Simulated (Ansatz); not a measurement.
Mn$_{3}$Cu: which magnetic state is lowest?

All numbers below come from Ansatz, DFT r2SCAN, scalar-relativistic, plane waves, PAW.

```
CELL_PARAMETERS angstrom
3.53433 0.00000 0.00000
0.00000 3.53433 0.00000
0.00000 0.00000 3.53433
ATOMIC_POSITIONS crystal
Mn 0.00000 0.50000 0.50000
Mn 0.50000 0.00000 0.50000
Mn 0.50000 0.50000 0.00000
Cu 0.00000 0.00000 0.00000
```

```
plane-wave cutoff                               : 500 eV
Γ-centred k-mesh                                : 12×12×12
occupation rule                                 : Gaussian smearing, 0.1 eV
list of starting moments (μB, in atom order)    : 4 4 4 0
check for lower electronic states after the SCF : off
```

All runs keep this geometry, which isn't relaxed for the lowest state (largest force there 0.000 eV/Å, pressure 21.1 GPa) and needn't be a stable compound; relaxing each order would shift the differences by some 100 meV/atom, going by the pressures and a bulk modulus of about 150 GPa. Signs run over the atoms with starting moments. r2SCAN tends to overstate moments in metals, so a weak moment here may be absent in the real material. Site moments are spin moments in atom-centred spheres that scale with the neighbour distance. The states are those that the runs reached from these starts; a lower one can exist.

Problem. Starts tried: no spin; ferromagnetic; ferrimagnetic in the cell, signs ++-. Which state comes out lowest, and what are the moments?

Solution. The lowest state is ferrimagnetic, reached from the start “ferrimagnetic in the cell, signs ++-”, with site moments (μB) Mn +2.50 (×2), Mn -3.20.

```csv
start,ends,energy above lowest (meV/atom),site moments (μB),gap on mesh (eV),P (GPa)
no spin,non-magnetic,439,none over 0.05,metal,-9.2
ferromagnetic,ferromagnetic,239,"Mn +2.62 (×3), Cu +0.14",metal,24.2
"ferrimagnetic in the cell, signs ++-",ferrimagnetic,0.00,"Mn +2.50 (×2), Mn -3.20",metal,21.1
```

Cost: 3 runs of about 4.3 core-minutes in all, on Intel Xeon Platinum 8375C (Ice Lake) (shared hosts).